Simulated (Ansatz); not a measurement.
CdH₂O₂ in space group P-3m1 (No. 164; Cd on 1a, H on 2d, O on 2d), r²SCAN+D4 (plane waves, PAW; program Ansatz). The conduction-band minimum lies at Γ, with 1 equivalent valley. Second derivatives d²E/dk² of the lowest band at one valley (eV·Å²), along Cartesian directions:

```
direction  d²E/dk²
---------  -------
[100]        25.60
[010]        25.60
[001]        16.57
[110]        25.60
[101]        21.09
[011]        21.09
```

Question: Find the principal effective masses, the density-of-states mass and the conductivity mass.

Answer: Off-diagonal terms follow from H_xy = H[110] − (H_xx + H_yy)/2, and m*/mₑ = 7.620 eV·Å² over each eigenvalue: 0.30, 0.30, 0.46. One valley's DOS mass (m₁m₂m₃)^(1/3) = 0.34, conductivity mass 3/(Σ 1/mᵢ) = 0.34 mₑ.

Question: What effective density of states Nc follows at 300 K for parabolic valleys?

Answer: Nc = 2.509e19 × 1 × (0.34)^(3/2) ≈ 5.0e18 cm⁻³.

The first step of the workflow began from a Materials Project structure, measured or hypothetical; the Crystallography Open Database copy checked does not list it. Whether it is the stable phase at ambient conditions was not checked. The r²SCAN+D4 relaxation kept the symmetry of its start; whether a distortion lowers the energy is not shown. Scalar-relativistic: spin–orbit coupling is off unless named, which matters more the heavier the elements.

Potentials: the later of the program's two PAW sets.

Edges and masses are those of Kohn–Sham bands, whose gap is no quasiparticle gap.
